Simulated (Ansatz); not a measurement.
**Stability test of a CsC cell**

Computed with Ansatz 0.2.0, DFT r2SCAN, scalar-relativistic, plane waves, PAW. Cutoff 500 eV; k points 8×8×8 on the computed 2-atom cell (Γ-centred); Gaussian smearing, width 0.02 eV; collinear spin from starting moments 0 2.75 μB.

The cell below (2 atoms, Pm-3m (No. 221)) is relaxed within its symmetry. It is a trial structure, and others of CsC can lie lower.

```
CELL_PARAMETERS angstrom
4.02706 0.00000 0.00000
0.00000 4.02706 0.00000
0.00000 0.00000 4.02706
ATOMIC_POSITIONS crystal
Cs 0.00000 0.00000 0.00000
C 0.50000 0.50000 0.50000
```

For the test a repeat of it with 8 atoms was strained at random by about 1.5 %, the atoms were moved at random (σ = 0.15 Å), and all was relaxed without symmetry on a coarse k mesh with 0.1 eV smearing.

The magnetic state reached may not be the lowest.

Is the structure stable against such a distortion?

It returns to Pm-3m (No. 221), within 1 meV/atom of the start's energy. No instability shows in this cell, though one random start can't exclude a very soft mode.

Cost: 3 runs of about 6.9 core-minutes in all, on Arm Neoverse V2 (shared hosts).